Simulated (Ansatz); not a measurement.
# Sr started on a Ti site in cubic perovskite SrTiO3, 40 atoms, charge +1

Theory: DFT, PBEsol, PAW, plane waves (Ansatz).

Command:

```sh
ansatz run in.yaml --threads 7 --pin off --max-ram 13300MiB --runs-dir r --events-out ev --progress --plain
```

The input less its lattice and atoms (starting moments on atoms near the defect: 1 μB in all):

```yaml
crystal:
  symmetry: { detect: false }
kpoints:
  mp_grid: { grid: [1, 1, 1], shift: [0.25, 0.25, 0.25] }
hamiltonian:
  xc: pbesol
total_charge: 1
magnetization:
  spin_polarized: true
scf:
  occupations: { method: fermi_dirac, width: 0.01 }
relax:
  f_tol: 0.03
  max_steps: 80
  escape_saddle: false
  adjacent_minimum: "off"
output:
  forces: true
  eigenvalues: true
  populations: true
  charged_corrections: { epsilon: 300 }
```

Start:

```xyz
40
Lattice="7.7828 0.0000 0.0000 0.0000 7.7828 0.0000 0.0000 0.0000 7.7828" Properties=species:S:1:pos:R:3 pbc="T T T"
Sr    7.7691    7.7625    7.7785
Sr    0.0309    0.0085    3.8504
Sr    7.7681    3.8863    0.0016
Sr    7.7633    3.8976    3.8964
Sr    3.8942    7.7552    0.0237
Sr    3.8767    7.7705    3.8352
Sr    3.8870    3.8844    0.0038
Sr    3.8415    3.9236    3.9010
Sr    1.9680    1.9658    1.9479
Ti    1.9783    1.9712    5.8175
Ti    1.9597    5.8217    1.9640
Ti    1.9582    5.8336    5.8341
Ti    5.8440    1.9558    1.9841
Ti    5.8508    1.9579    5.8533
Ti    5.8418    5.8257    1.9365
Ti    5.8179    5.8779    5.8167
O     1.9248    1.9487    7.7523
O     1.9178    1.9491    3.8856
O     1.9124    5.8407    0.0043
O     1.9315    5.8331    3.8861
O     5.8245    1.9517    7.7823
O     5.8852    1.9318    3.8861
O     5.8465    5.8186    7.7783
O     5.8602    5.8468    3.9189
O     0.0089    1.9400    1.9431
O     7.7811    1.9420    5.8243
O     7.7741    5.8378    1.9370
O     0.0040    5.8313    5.8477
O     3.8999    1.9342    1.9627
O     3.8878    1.9589    5.8358
O     3.8988    5.8482    1.9355
O     3.8586    5.8542    5.7981
O     1.9369    0.0039    1.9663
O     1.9443    7.7805    5.8791
O     1.9422    3.9050    1.9493
O     1.9495    3.8632    5.8355
O     5.8441    0.0171    1.9408
O     5.8170    0.0357    5.8084
O     5.8320    3.9049    1.9415
O     5.8317    3.8749    5.8277
```

Steps:

```tsv
step	energy less the first (eV)	largest force component (eV/Å)
start	0.000	5.097
1	-1.757	2.444
2	-2.917	0.423
3	-2.968	0.388
4	-3.251	0.547
5	-3.679	0.583
6	-4.170	0.780
7	-4.542	0.626
8	-4.616	0.511
9	-4.735	0.622
10	-4.745	0.847
11	-4.756	0.596
12	-4.797	0.140
13	-4.799	0.078
14	-4.803	0.036
15	-4.803	0.054
16	-4.803	0.017
```

A structure on the way, about -2.92 eV from the start:

```
Sr Ti O
1.0
     7.78282    0.00000    0.00000
     0.00000    7.78282    0.00000
     0.00000    0.00000    7.78282
Sr Ti O
9 7 24
Direct
  0.99531 0.99329 0.99324
  0.99253 0.99374 0.50455
  0.99319 0.50498 0.99062
  0.99640 0.50859 0.51012
  0.50403 0.99515 0.99140
  0.50904 0.99750 0.50910
  0.51020 0.50830 0.99485
  0.50974 0.50626 0.50717
  0.24982 0.25145 0.24896
  0.25159 0.25241 0.74957
  0.25173 0.75135 0.25118
  0.25137 0.75226 0.75072
  0.75115 0.24970 0.25121
  0.75124 0.25116 0.75160
  0.75127 0.74991 0.24807
  0.75090 0.75150 0.74828
  0.23286 0.23181 0.97588
  0.24679 0.26430 0.52260
  0.25185 0.74753 0.99651
  0.24999 0.75367 0.50425
  0.74491 0.25119 0.99496
  0.75333 0.25055 0.50279
  0.74991 0.74996 0.99700
  0.75025 0.74909 0.50153
  0.97627 0.22911 0.23385
  0.99441 0.24988 0.74885
  0.99639 0.74681 0.25003
  0.99758 0.75027 0.75027
  0.52296 0.26114 0.26102
  0.50238 0.24981 0.74887
  0.50432 0.75764 0.25050
  0.50235 0.74842 0.74914
  0.22948 0.97794 0.23905
  0.24996 0.99599 0.74671
  0.27004 0.52471 0.26492
  0.24992 0.50410 0.75424
  0.74694 0.99618 0.24911
  0.74874 0.99779 0.74934
  0.75246 0.50423 0.25019
  0.74663 0.50248 0.74676
```

End:

```xyz
40
Lattice="7.7828 0.0000 0.0000 0.0000 7.7828 0.0000 0.0000 0.0000 7.7828" Properties=species:S:1:pos:R:3 pbc="T T T"
Sr    7.7162    7.7731    7.7139
Sr    7.7526    0.0073    4.0078
Sr    7.6438    4.0313    7.6524
Sr    7.6978    3.9950    4.0216
Sr    4.0206    7.7172    0.0044
Sr    3.8658    7.7464    3.9103
Sr    4.0460    4.0001    7.6982
Sr    3.9185    3.9823    3.9442
Sr    1.8758    2.0833    1.8045
Ti    1.9801    2.0554    5.7986
Ti    1.8569    5.9219    1.9295
Ti    1.9493    5.8378    5.8838
Ti    5.7644    1.9921    2.0140
Ti    5.8775    1.9792    5.8035
Ti    5.8852    5.8393    1.9693
Ti    5.8244    5.8918    5.8187
O     2.0492    1.2190    7.4885
O     1.6256    2.2325    4.0406
O     1.8636    6.0809    0.0331
O     1.9512    5.6295    4.0143
O     5.6213    1.9917    7.7408
O     6.0914    1.9307    3.8616
O     5.8722    5.7937    0.0065
O     5.8196    5.8643    3.9114
O     7.4865    2.0581    1.2359
O     7.7202    1.9539    6.0093
O     0.0251    5.4478    1.9848
O     7.7649    5.8652    5.8300
O     4.0405    1.5089    2.0286
O     3.9060    2.0345    5.6401
O     3.9239    6.0612    1.9462
O     3.8883    5.8023    5.9069
O     1.7162    7.6470    2.3595
O     1.9699    7.7665    5.6218
O     2.6695    4.1937    1.8705
O     1.9274    3.8804    6.2497
O     6.0809    7.6880    1.9439
O     5.7823    0.0118    5.8465
O     5.5984    3.8852    2.0210
O     5.8598    3.9164    5.7873
```

Self-consistency was reached.

Time: 120 s of wall time on 7 threads of a Neoverse-V2 processor, on a host shared with other runs; peak host memory 1.5 GiB.

(1) How much energy did the relaxation gain, and which atom moved most?

The moment started at 1 μB and ended at 3.0 μB; no other spin state is shown. The one k point has no symmetry partners, which can distort the end along one axis.

Results:

(1) 4.80 eV in 16 steps, from a start with small random displacements (the gain also holds any tilting of the ideal host); atom 35 (O) moved 0.79 Å, the median atom 0.20 Å (drift of the whole cell removed).
